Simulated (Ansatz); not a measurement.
# PbO

```
Pb O
1.0
     3.97440    0.00000    0.00000
     0.00000    3.97440    0.00000
     0.00000    0.00000    5.02200
Pb O
2 2
Direct
  0.00000 0.50000 0.23510
  0.50000 0.00000 0.76490
  0.00000 0.00000 0.00000
  0.50000 0.50000 0.00000
```

Atoms are numbered in the order listed.

The structure is an experimental refinement, used without relaxation.

No spin–orbit coupling, which matters for the heavy atoms here.

All numbers are computed: DFT, PBE, all-electron LAPW, scalar-relativistic (Ansatz 0.2.0); DFT, PBE, PAW with Ansatz's default frozen-core files, scalar-relativistic (Ansatz 0.2.0).

For LAPW: a Γ-centred 8×8×6 k mesh, Fermi–Dirac smearing of 0.03 eV, basis error target 0.5 meV/atom, no spin polarisation. PAW takes a cutoff of 420 eV at this cell. The Ansatz runs share mesh, smearing and spin set-up. Values come from LAPW unless marked.

```yaml
Bader_charges_from_the_PAW_run: Pb1 +1.17, O3 -1.17 e
Pressure_at_this_cell: 4.89 GPa
Band_gap: 1.24 eV, indirect from the line M (0.5, 0.5, 0)–Γ to M (0.5, 0.5, 0)
Stress_xx_yy_zz_compression_positive: 5.22, 5.22, 4.22 GPa
Volume_per_atom: 19.83 Å³
```

Task: Predict this quantity. Smallest direct gap on the path.

Result: 2.32 eV.

Task: Give the computed value. Löwdin charges (with 0.11 e of the cell spilling out of the atomic basis, so their sizes and signs hang on that basis).

Result: Pb1 0.77, O3 -0.71 e.

Task: Give the computed value. Largest force.

Result: 0.455 eV/Å on Pb1.
